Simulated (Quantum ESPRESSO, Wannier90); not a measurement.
## PtS (P4₂/mmc): Wannier90 run

```xyz
4
Lattice="3.4945 0.0000 0.0000 0.0000 3.4945 0.0000 0.0000 0.0000 6.1163" Properties=species:S:1:pos:R:3 pbc="T T T"
Pt     1.7472     0.0000     3.0581
Pt     0.0000     1.7472     0.0000
S      0.0000     0.0000    -1.5291
S      0.0000     0.0000     1.5291
```

Cell from Materials Project (mp-288), symmetrised, no further relaxation. COD (Crystallography Open Database) has an entry of this formula and space group (matched by these alone). Method: PBEsol plane waves in Quantum ESPRESSO 7.5 (PseudoDojo norm-conserving files, 68 Ry, spinors with spin-orbit coupling), Bloch states on a 6×6×4 mesh through Γ, Wannier90 4.0.1. Density: 10×10×6 mesh, Gaussian smearing 0.01 Ry.

A tight-binding model is made by disentanglement and projection with no localisation steps (num_iter = 0), so the 32 orbitals stay atom-like: hydrogen-like Pt: d; S: p, axes along x, y, z; frozen window up to 1.85 eV relative to the valence-band maximum. It follows pw.x to 21 meV rms for states up to 1.4 eV relative to the valence-band maximum. Matrix elements depend on this choice of orbitals and windows.

The 30 largest hoppings ⟨m,0|H|n,R⟩ between different sites (one of each Hermitian pair; signs follow the real orbitals' lobes; the list may end inside a set of equal values):

```tsv
m	n	R	distance of the centres (Å)	t (eV)	Im t (eV)
S4 pz↓	S3 pz↓	0 0 1	3.06	1.398	0.000
S4 pz↑	S3 pz↑	0 0 1	3.06	1.398	0.001
S4 px↓	Pt1 dxz↓	0 0 0	2.24	-1.398	0.000
Pt1 dxz↓	S3 px↓	0 0 1	2.24	1.398	0.000
Pt1 dxz↑	S4 px↑	1 0 0	2.24	-1.398	0.000
Pt1 dxz↑	S3 px↑	1 0 1	2.24	1.398	0.000
S3 py↓	Pt2 dyz↓	0 0 0	2.24	-1.397	0.001
S4 py↓	Pt2 dyz↓	0 0 0	2.24	1.397	-0.001
Pt2 dyz↑	S4 py↑	0 1 0	2.24	1.397	-0.001
Pt2 dyz↑	S3 py↑	0 1 0	2.24	-1.397	0.001
S4 pz↑	S3 pz↑	0 0 0	3.06	1.397	0.001
S3 py↑	Pt2 dyz↑	0 0 0	2.24	-1.397	0.001
S4 py↑	Pt2 dyz↑	0 0 0	2.24	1.397	-0.001
S4 pz↓	S3 pz↓	0 0 0	3.06	1.397	0.000
Pt2 dyz↓	S3 py↓	0 1 0	2.24	-1.397	0.001
Pt2 dyz↓	S4 py↓	0 1 0	2.24	1.397	-0.001
S4 px↑	Pt1 dxz↑	0 0 0	2.24	-1.396	0.000
Pt1 dxz↑	S3 px↑	0 0 1	2.24	1.396	0.000
Pt1 dxz↓	S4 px↓	1 0 0	2.24	-1.396	0.000
Pt1 dxz↓	S3 px↓	1 0 1	2.24	1.396	0.000
Pt1 dxz↑	S3 pz↑	0 0 1	2.32	-1.189	0.000
Pt1 dxz↑	S3 pz↑	1 0 1	2.32	1.189	0.000
S4 pz↓	Pt1 dxz↓	0 0 0	2.32	-1.189	0.000
Pt1 dxz↓	S4 pz↓	1 0 0	2.32	1.189	0.000
S3 pz↑	Pt2 dyz↑	0 0 0	2.32	-1.189	0.000
Pt2 dyz↑	S3 pz↑	0 1 0	2.32	1.189	0.000
S4 pz↓	Pt2 dyz↓	0 0 0	2.32	-1.189	0.000
Pt2 dyz↓	S4 pz↓	0 1 0	2.32	1.189	0.000
Pt1 dxz↓	S3 pz↓	0 0 1	2.33	-1.189	0.000
Pt1 dxz↓	S3 pz↓	1 0 1	2.32	1.189	0.000
```
